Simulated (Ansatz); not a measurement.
## GaIr: energy along a strain

GaIr, Pm-3m, a = 3.004 Å (as given, not relaxed at this level: 5.7 GPa). The structure is a COD entry; whether it is the stable form wasn't checked. Ansatz: r2SCAN, PAW, 500 eV, Γ-centred 16×16×16 mesh on 2 atoms, Gaussian smearing 0.15 eV; no spin polarisation. Cell vectors (Å): 3.004 0.000 0.000; 0.000 3.004 0.000; 0.000 0.000 3.004. The cell is strained by x per cent times the pattern (0 0 0 0 1 0) in the order xx yy zz yz xz xy (engineering shears), with fractional coordinates held. y is the free energy over the start, V0 = 13.554 Å³/atom. Symmetry makes y even in x. Points with a strain past 8.5 % were computed too (2) and aren't used here.

```
x (%) y (meV/atom)
-5.00          8.96
 0.00          0.00
 1.25          0.53
 2.50          2.16
 3.75          4.95
 6.25         14.22
 7.50             ?
```

Problem. Fit y = c2 x² + c4 x⁴ to the other rows, get the stiffness along the pattern, and predict the missing energy.

Solution. Least squares on the rows shown. y = 0.34585 x² + 0.00046988 x⁴. The clamped-ion stiffness p·C·p = 2 × 3.458 eV × 160.2 / 13.554 Å³ = 82 GPa, which is C55 in these axes (C44 of the cubic crystal) (second derivative at the start, which stands under stress). At x = 7.50 the fit asked for gives 20.94 meV/atom. The run gave 20.77 meV/atom, so the fit is 0.17 meV/atom too high, 0.82 % of the span of the series, against an rms of 0.01 meV/atom on the fitted rows. The row lies outside the fitted range. With a term in x⁶ added, a fit to the same known rows predicts 20.60 meV/atom, which misses by about as much or more on the other side: the known rows don't fix the higher terms.

Spin–orbit coupling is left out, which can shift energies with elements as heavy as these.